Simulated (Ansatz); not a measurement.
# Ag, one cell by several methods

```xyz
4
Lattice="2.8862 0.0000 0.0000 -1.4431 2.4995 0.0000 0.0000 0.0000 10.2000" Properties=species:S:1:pos:R:3 pbc="T T T"
Ag    0.0000    1.6663    2.5500
Ag    1.4431    0.8332    7.6500
Ag    0.0000    0.0000    0.0000
Ag    0.0000    0.0000    5.1000
```

Atoms are numbered in the order listed.

Conventional cell: a = 2.886 Å, b = 2.886 Å, c = 10.200 Å, α = 90.00°, β = 90.00°, γ = 120.00°. Ag (atom 1) is surrounded by 12 Ag at 2.89 to 3.05 Å. Ag (atom 3) has 12 Ag at 2.89 to 3.05 Å as nearest neighbours.

The cell comes from COD entry 1509194, which wasn't checked; take it as a given geometry. The listed cell was then made from it by scaling, straining or moving an atom.

All numbers are computed: DFT, LDA, PAW with Ansatz's default frozen-core files, scalar-relativistic (Ansatz 0.2.0); DFT, LDA, all-electron PAW with datasets made for the crystal, scalar-relativistic (Ansatz 0.2.0); DFT, LDA, all-electron LAPW, scalar-relativistic (Ansatz 0.2.0).

For PAW: a Γ-centred 14×14×4 k mesh, Fermi–Dirac smearing of 0.08 eV, cutoff 420 eV, no spin polarisation; the PAW files were made with PBE, and the program remakes their frozen cores for this functional. The crystal-made all-electron datasets (AE datasets) take a cutoff of 260 eV at this cell. LAPW targets a basis error of 0.5 meV/atom. The Ansatz runs share mesh, smearing and spin set-up. Plane-wave (PAW) pressures include the program's estimate of the Pulay term.

Stress and pressure are positive in compression.

Spin–orbit coupling is left out, which moves gradients at and beside heavy atoms by some per cent and at worst by a factor of two.

In a metal, gradients converge slowly with the k mesh: the values move by tens of per cent from one mesh to another, at times in sign, so only the comparison on one mesh counts.

```
                             quantity     PAW  AE datasets    LAPW
                       pressure (GPa)  -12.16       -12.17  -12.17
                      stress xx (GPa)  -10.69       -10.69  -10.69
                      stress zz (GPa)  -15.12       -15.12  -15.12
field gradient Vzz at Ag1 (10²¹ V/m²)    0.69         0.72       –
field gradient Vzz at Ag3 (10²¹ V/m²)    0.62         0.64       –
```

PAW's pressure differs from the LAPW value by about 0.01 GPa or less.
